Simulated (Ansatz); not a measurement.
SnPd:
```
SnPd
1.0
    6.10350     0.00000     0.00000
    0.00000     3.93769     0.00000
    0.00000     0.00000     6.47540
Sn Pd
4 4
Direct
  0.80767   0.75000   0.59117
  0.19233   0.25000   0.40883
  0.69233   0.25000   0.09117
  0.30767   0.75000   0.90883
  0.99124   0.75000   0.19184
  0.00876   0.25000   0.80816
  0.50876   0.25000   0.69184
  0.49124   0.75000   0.30816
```

Relaxed with r²SCAN.

### Question
Give the Bader charges and basin volumes of the independent atoms, r²SCAN in the plane-wave PAW code Ansatz.

### Answer


```
atom  Bader charge (e)  Bader volume (Å³)
----  ----------------  -----------------
Sn1              +0.59               19.6
Pd5              -0.59               19.3
```

Space group Pnma. The first step of the workflow began from a Materials Project structure, measured or hypothetical; the Crystallography Open Database files this formula in space group No. 62, but the cells were not matched. Its standing as an ambient phase is unchecked. Symmetry was held in the r²SCAN relaxation; its stability against distortions is not shown here. The run is not spin-polarised. Spin–orbit coupling is left out wherever it is not named.

Potentials: the later of the program's two PAW sets.
